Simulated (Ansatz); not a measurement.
In the program Ansatz at the r²SCAN level (PAW), Tl in the diamond structure (Fd-3m) relaxes to a = 6.946 Å. Tl has 4 nearest neighbours from 3.01 Å (tetrahedral).

Electronic character: metallic (no gap). Gap from r²SCAN with spin–orbit coupling: none (metallic).

An equation-of-state fit gives a bulk modulus of 18.2 GPa. The relaxed-ion elastic constants in GPa are C11 = 12.4, C12 = 21.2, C44 = -12.1.

The start of the workflow was typed in or built on a structure type; neither database checked (COD, Materials Project) lists it. It is not the phase usual at ambient conditions (space group No. 194). The r²SCAN relaxation kept the symmetry of its start. At this level the phase is mechanically unstable. As this level gives no gap, shear constants depend on the k-mesh and smearing (Fermi–Dirac, 0.1 eV here). Scalar-relativistic: spin–orbit coupling is off unless named, which matters more the heavier the elements.

Potentials: the later of the program's two PAW sets.
